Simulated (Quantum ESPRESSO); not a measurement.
## Calculated data, HfTaNb₃RePt₂ (simulated cell), HfZn₃Sn₃Rh (simulated cell), HfZn₃Sn₃Ru (simulated cell)

All values are calculated (Quantum ESPRESSO 7.5). Calculation on a made-up metal alloy cell, not a measurement: no spin or spin-orbit, unrelaxed, 2900 K smearing, stress positive in tension, cell energy less fitted offsets; periodic Kohn-Sham density functional theory in plane waves with PseudoDojo standard norm-conserving scalar-relativistic pseudopotentials, each functional with its own files (v0.5 for PBE, v0.4.1 for LDA and PBEsol), eight atoms on drawn sites of a strained close-packed or body-centred lattice, each displaced and held fixed; the energy is the cell's free energy, ions and the entropy term -TS included, at the stated Fermi-Dirac width, less a fixed offset for each atom's element (shifted free energy); compositions with an open d shell lost a parallel starting moment in a cheaper test run, and other magnetic orders were not tried; an error bar is the largest change of its kind in a tighter rerun, never given below 0.002 eV, 0.02 GPa or 0.003 eV/angstrom, and covers cutoff and k-mesh only, not smearing or the files.

Common to all runs: functional pbe; fermi dirac smearing 0.25 eV; electrons removed 0; run command mpirun -np 4 pw.x -nk 4 -in in.

Notes on all entries: heavy elements are run without spin-orbit coupling, which real alloys of them have; a spin test at this wide smearing found no moment, but such smearing suppresses magnetism that the real alloy may have; lattice, volume and sites are drawn at random and may be unstable or far from any real phase; energies are for the whole cell, less offsets fitted to these runs, so they are not formation energies.

```yaml
- entry: 1
  formula: HfTaNb3RePt2
  kind: "simulated cell"
  structure:
    cell_angstrom:
      - [2.917, -0.046, -0.0203]
      - [-0.0796, 5.002, 0.0397]
      - [-0.0659, 0.0744, 9.4927]
    atoms_fractional:
      - [Pt, -0.05458, -0.00807, -0.01161]
      - [Hf, -0.02553, 0.02242, 0.49852]
      - [Nb, 0.0259, 0.33076, 0.24747]
      - [Re, 0.0019, 0.34935, 0.75605]
      - [Nb, 0.48934, 0.50697, -0.00361]
      - [Ta, 0.49225, 0.47542, 0.49694]
      - [Pt, 0.50127, 0.82561, 0.26673]
      - [Nb, 0.49568, 0.8606, 0.74808]
  settings:
    lattice_type: "hexagonal close-packed"
    "cutoff [eV]": 1143
    run_processor: "Intel Xeon, 2023 or later, virtual cores"
    k_mesh: "8 x 5 x 3 shifted half a step off Gamma on each axis"
    atom_site: [1, 2, 3, 4, 5, 6, 7, 8]
    "atom_energy_offset [eV]": [-3554.29, -1535.13, -1694.67, -2361.34, -1694.67, -1771.44, -3554.29, -1694.67]
  results:
    "entropy_term_negative_ts [eV]": -1.797
    "pressure [GPa]": 5.58
    "stress_xx [GPa]": -4.93
    "stress_yy [GPa]": -5.63
    "stress_zz [GPa]": -6.19
    "stress_yz [GPa]": 0.14
    "stress_xz [GPa]": -0.81
    "stress_xy [GPa]": -2.67
    force_site: [1, 2, 3, 4, 5, 6, 7, 8]
    "force_x [eV/angstrom]": [0.703, 0.21, -0.247, -0.193, -0.134, 0.253, -0.047, -0.546]
    "force_y [eV/angstrom]": [0.518, -2.421, -0.342, 0.659, -0.268, 2.283, 0.062, -0.49]
    "force_z [eV/angstrom]": [0.742, -0.467, -1.572, -0.033, -0.13, 1.721, -1.278, 1.017]
    "shifted_free_energy [eV]": -0.904
  notes: ["error bars: energy 0.0082 eV, stress 0.11 GPa, force 0.012 eV/Å, from a tighter rerun of this cell", "20 SCF iterations, 319 s of wall time on a shared machine"]
- entry: 2
  formula: HfZn3Sn3Rh
  kind: "simulated cell"
  structure:
    cell_angstrom:
      - [2.2821, 4.4256, 2.1742]
      - [0.0619, 4.42, -4.3991]
      - [-4.4215, 4.3555, -0.0025]
    atoms_fractional:
      - [Hf, -0.01269, 0.00245, 0.02366]
      - [Zn, 0.00319, 0.00248, 0.48973]
      - [Sn, -0.01279, 0.49985, 0.00433]
      - [Sn, -0.00755, 0.51437, 0.4895]
      - [Zn, 0.51053, 0.24132, 0.24766]
      - [Zn, 0.50793, 0.2483, 0.73604]
      - [Rh, 0.50904, 0.74035, 0.23831]
      - [Sn, 0.50925, 0.75029, 0.76124]
  settings:
    lattice_type: "face-centred cubic"
    "cutoff [eV]": 1197
    run_processor: "AMD EPYC, Zen 5, virtual cores"
    k_mesh: "5 x 5 x 5 shifted half a step off Gamma on each axis"
    atom_site: [1, 2, 3, 4, 5, 6, 7, 8]
    "atom_energy_offset [eV]": [-1535.13, -5688.29, -2144.16, -2144.16, -5688.29, -5688.29, -3191.96, -2144.16]
  results:
    "entropy_term_negative_ts [eV]": -0.953
    "pressure [GPa]": -5.44
    "stress_xx [GPa]": 5.2
    "stress_yy [GPa]": 5.95
    "stress_zz [GPa]": 5.17
    "stress_yz [GPa]": -0.84
    "stress_xz [GPa]": -0.53
    "stress_xy [GPa]": 1.05
    force_site: [1, 2, 3, 4, 5, 6, 7, 8]
    "force_x [eV/angstrom]": [0.42, 0.057, -0.316, 0.056, -0.085, -0.03, 0.206, -0.309]
    "force_y [eV/angstrom]": [-0.326, 0.307, 0.286, 0.101, 0.009, 0.082, -0.036, -0.423]
    "force_z [eV/angstrom]": [0.207, 0.034, 0.066, 0.669, 0.207, 0.17, -0.377, -0.975]
    "shifted_free_energy [eV]": -0.591
  notes: ["the tin pseudopotential is less sure than most, with forces differing by about three percent from a second method on plain tin", "error bars: energy 0.012 eV, stress 0.23 GPa, force 0.014 eV/Å, from a tighter rerun of a related cell, whose elements or sites may differ", "11 SCF iterations, 252 s of wall time on a shared machine"]
- entry: 3
  formula: HfZn3Sn3Ru
  kind: "simulated cell"
  structure:
    cell_angstrom:
      - [2.2821, 4.4256, 2.1742]
      - [0.0619, 4.42, -4.3991]
      - [-4.4215, 4.3555, -0.0025]
    atoms_fractional:
      - [Hf, -0.01269, 0.00245, 0.02366]
      - [Zn, 0.00319, 0.00248, 0.48973]
      - [Sn, -0.01279, 0.49985, 0.00433]
      - [Sn, -0.00755, 0.51437, 0.4895]
      - [Zn, 0.51053, 0.24132, 0.24766]
      - [Zn, 0.50793, 0.2483, 0.73604]
      - [Ru, 0.50904, 0.74035, 0.23831]
      - [Sn, 0.50925, 0.75029, 0.76124]
  settings:
    lattice_type: "face-centred cubic"
    "cutoff [eV]": 1197
    run_processor: "AMD EPYC, Zen 5, virtual cores"
    k_mesh: "5 x 5 x 5 shifted half a step off Gamma on each axis"
    atom_site: [1, 2, 3, 4, 5, 6, 7, 8]
    "atom_energy_offset [eV]": [-1535.13, -5688.29, -2144.16, -2144.16, -5688.29, -5688.29, -2750.51, -2144.16]
  results:
    "entropy_term_negative_ts [eV]": -1.081
    "pressure [GPa]": -6.19
    "stress_xx [GPa]": 5.96
    "stress_yy [GPa]": 6.94
    "stress_zz [GPa]": 5.67
    "stress_yz [GPa]": -0.81
    "stress_xz [GPa]": -0.79
    "stress_xy [GPa]": 1.09
    force_site: [1, 2, 3, 4, 5, 6, 7, 8]
    "force_x [eV/angstrom]": [0.377, 0.093, -0.344, 0.078, -0.098, 0.007, 0.207, -0.319]
    "force_y [eV/angstrom]": [-0.321, 0.35, 0.239, 0.124, 0.037, 0.08, -0.014, -0.496]
    "force_z [eV/angstrom]": [0.329, 0.073, 0.002, 0.673, 0.198, 0.152, -0.45, -0.979]
    "shifted_free_energy [eV]": -0.121
  notes: ["the tin pseudopotential is less sure than most, with forces differing by about three percent from a second method on plain tin", "error bars: energy 0.012 eV, stress 0.23 GPa, force 0.014 eV/Å, from a tighter rerun of a related cell, whose elements or sites may differ", "11 SCF iterations, 247 s of wall time on a shared machine"]
```
